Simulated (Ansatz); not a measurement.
A geometry of Mo away from equilibrium: step 2 of the relaxation of a relaxed Mo cell shaken by Gaussian noise of σ = 0.08 Å a coordinate. Computed with r2SCAN (plane waves to 500 eV, PAW, scalar-relativistic; Ansatz, an electronic-structure program). Γ-centred k-mesh 7×7×7 on the run's cell (coarser than for final values), Fermi–Dirac smearing 0.05 eV.

```
Mo
1.0
    5.03357     0.00438    -0.00868
    0.00438     5.02395    -0.00866
   -0.00868    -0.00866     5.00669
Mo
8
Cartesian
  1.24060  -0.05164   2.43454
  3.74715  -0.08863   2.44348
 -0.04057   2.48901   1.25084
 -0.04190   2.51190   3.71957
  2.49905   1.19736   0.03286
  2.53315   3.71724  -0.00204
 -0.03597  -0.07585  -0.01478
  2.50897   2.49296   2.50954
```

**Question.** Predict the force on each atom, in eV/Å.

**Answer.** 
```
atom     Fx     Fy     Fz
----  -----  -----  -----
Mo1   -0.13   0.31   0.82
Mo2    0.10   0.85   0.71
Mo3    0.42  -0.58  -0.39
Mo4    0.37  -0.87   0.42
Mo5   -0.15   0.18  -0.72
Mo6   -0.59  -0.06  -0.39
Mo7    0.37   0.77  -0.42
Mo8   -0.39  -0.60  -0.04
```

**Question.** What is the pressure?

**Answer.** +1.8 GPa, compression positive.

No spin polarisation in the result.

The end of the path is a generated cell of Mo: the first start was made by placing the elements on the sites of a structure type, and the end was not matched to a known phase here, so it may be hypothetical. Known forms of Mo include space group No. 229.
